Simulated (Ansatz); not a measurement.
Relaxed-ion elastic tensor of AlZnNO in space group P3m1 (No. 156; Al on 1b, Zn on 1c, O on 1b, N on 1c) in GPa (Voigt order), DFT-r²SCAN in the program Ansatz with PAW potentials; density 4.63 g/cm³, 10.96 Å³ per atom.

```
 300   124   107  -1.5   0.0   0.0
 124   300   107   1.5   0.0   0.0
 107   107   352   0.0   0.0   0.0
-1.5   1.5   0.0  71.3   0.0   0.0
 0.0   0.0   0.0   0.0  71.3  -1.5
 0.0   0.0   0.0   0.0  -1.5  88.0
```

Is the crystal mechanically stable?

Yes: the smallest eigenvalue of C is 71.1 GPa.

Work out the Voigt, Reuss and Hill averages.

K_V = 181, K_R = 180, K_H = 181; G_V = 87.0, G_R = 84.2, G_H = 85.6 GPa.

Give Young's modulus, Poisson's ratio, Pugh's ratio and the universal anisotropy index.

E = 9KG/(3K + G) = 222 GPa; ν = 0.30; K/G = 2.11 (ductile by the Pugh limit of 1.75); A_U = 5G_V/G_R + K_V/K_R − 6 = 0.17.

Estimate the sound speeds and the Debye temperature.

v_l = √((K + 4G/3)/ρ) = 7980 m/s, v_t = √(G/ρ) = 4300 m/s, mean 4800 m/s; Θ = (h/k)(3n/4πV)^(1/3) v_m = 643 K.

Solve the Christoffel equation for the three sound speeds along x, y, z.

Eigenvalues of C_ijkl n_j n_l equal ρv² (piezoelectric stiffening left out). In km/s, slowest first: x 3.92, 4.36, 8.04; y 3.92, 4.36, 8.04; z 3.92, 3.92, 8.72.

How much does each axis shrink under pressure?

Linear compressibilities β_i = Σ_j S_ij (j = 1 to 3): x 1.9, y 1.9, z 1.7 per TPa.

The start of the workflow was typed in or built on a structure type; neither database checked (COD, Materials Project) lists it. Its standing as an ambient phase is unchecked. The r²SCAN relaxation kept the symmetry of its start; whether a distortion lowers the energy is not shown.

Potentials: the earlier of the program's two PAW sets.
